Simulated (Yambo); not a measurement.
G0W0@LDA for BaCu2S2 (space group I4/mmm, No. 139) in Yambo. Reference settings: 4×4×4 Γ-centred k mesh, bands 9 to 116 and a 6 Ry block in the screening, 116 bands in G with the Bruneval-Gonze terminator, plasmon pole fitted at 27.2 eV. The LDA gap Γ → Γ on this mesh is 0.42 eV; G0W0 gaps are taken between the same points.

The settings were changed. The gap went from 1.13 eV to 2.00 eV, and the shift of the valence edge from -0.40 eV to -0.40 eV.

Task: Which change was made?
A. 41 bands in W, 41 bands in G, 4 Ry block
B. 41 bands in W, 41 bands in G, 2 Ry block
C. 41 bands in W, 41 bands in G, 3 Ry block
D. 2×2×2 mesh

Result: C, 41 bands in W, 41 bands in G, 3 Ry block. The others gave (gap, valence shift): 2×2×2 mesh: 0.90, -0.24 eV; 41 bands in W, 41 bands in G, 2 Ry block: 2.19, -0.58 eV; 41 bands in W, 41 bands in G, 4 Ry block: 1.88, -0.27 eV.

Geometry of the Materials Project entry, not relaxed at this level; primitive cell a = 6.9006 Å, b = 6.9006 Å, c = 6.9006 Å, α = 147.15°, β = 147.15°, γ = 47.14°.

The structure is a Materials Project entry; no match was found in the copy of COD used, and its stability was not checked.

A shift is the quasiparticle energy of the state minus its LDA energy.
